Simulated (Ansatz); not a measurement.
BaZn: energy along a strain

BaZn, Pm-3m, a = 4.079 Å (as given, not relaxed at this level: -1.4 GPa). The structure is a Materials Project entry; whether it is the stable form wasn't checked. Ansatz: PBEsol, PAW, 420 eV, Γ-centred 12×12×12 mesh on 2 atoms, Gaussian smearing 0.15 eV; no spin polarisation. Cell vectors (Å): 4.079 0.000 0.000; 0.000 4.079 0.000; 0.000 0.000 4.079. The cell is strained by x per cent times the pattern (1 0 0 0 0 0) in the order xx yy zz yz xz xy (engineering shears), with fractional coordinates held. y is the free energy over the start, V0 = 33.922 Å³/atom.

```
x (%) y (meV/atom)
-2.00         -4.48
-1.50         -3.63
-1.00             ?
 0.00          0.00
 0.50          1.56
 1.50          5.19
 2.00          7.25
```

Fit y = c1 x + c2 x² + c3 x³ to the other rows, get the stiffness along the pattern, and predict the missing energy.

Least squares on the rows shown. y = 2.949 x + 0.3463 x² − 0.004167 x³. The clamped-ion stiffness p·C·p = 2 × 3.463 eV × 160.2 / 33.922 Å³ = 33 GPa, which is C11 in these axes (second derivative at the start, which stands under stress). At x = -1.00 the fit asked for gives -2.60 meV/atom. The run gave -2.60 meV/atom, the same to the digits shown.